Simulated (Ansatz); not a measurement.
The cell below belongs to a search over invented structures; it isn't taken from experiment.

Input and command of a plane-wave DFT calculation in Ansatz:

```yaml
crystal:
  lattice:
    - [4.53499699, 0.0, 0.0]
    - [-2.26749849, 3.9274226, 0.0]
    - [0.0, 0.0, 9.00946692]
  atoms:
    - { symbol: Mn, position: [0.0, 0.0, 0.24507], spin: 4.0 }
    - { symbol: Mn, position: [0.0, 0.0, 0.75493], spin: 4.0 }
    - { symbol: Te, position: [0.33333333, 0.66666667, 0.5] }
    - { symbol: Te, position: [0.66666667, 0.33333333, 0.0] }
    - { symbol: Te, position: [0.66666667, 0.33333333, 0.5] }
    - { symbol: S, position: [0.33333333, 0.66666667, 0.0] }
basis:
  ecutwfc: 420
kpoints:
  mp_grid: { grid: [3, 3, 2] }
hamiltonian:
  xc: pbe
scf:
  occupations: { method: gaussian, width: 0.15 }
  lower_state_search: "off"
output:
  forces: true
  stress: true
  eigenvalues: true
  populations: true
magnetization:
  spin_polarized: true
relax:
  adjacent_minimum: "off"
  f_tol: 0.08
  max_steps: 16
  cell: { stress_tol: 0.8 }
```

```bash
ansatz run input.yaml --threads 1 --pin off --max-ram 2560MiB --backend cpu --events-out ev --progress --plain --runs-dir out
```

Processor: Intel(R) Xeon(R) 6975P-C (Granite Rapids), 1 thread, on a host shared with other jobs.

**Question.** Estimate time, memory and problem size.

**Answer.** About 2.2 min, peak memory 0.53 GiB. It solves 56 bands at 6 k points (after reduction by symmetry) with about 2835 plane waves (on the last cell), in 149 SCF iterations over 16 ionic steps.
